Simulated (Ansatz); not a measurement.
BaHfO3 (cubic perovskite, Pm-3m), the program Ansatz at the LDA level (PAW): ε∞ = 4.77, cell volume 70.00 Å³. Infrared-active transverse modes:

```tsv
ω_TO (cm⁻¹)	oscillator strength S_xx (e²/amu)
103.6	0.3027
184.5	0.9923
544.6	0.7888
```

### Question
Compute the static dielectric constant.

### Answer
Each mode adds (4.921e7/V) S/ω²: 19.82, 20.48, 1.87. So ε0 = 46.9.

The LDA relaxation kept the symmetry of its start; phonons on a q-mesh show weakly imaginary modes. No spin polarisation was allowed. Spin–orbit coupling is left out wherever it is not named.

Potentials: the later of the program's two PAW sets.
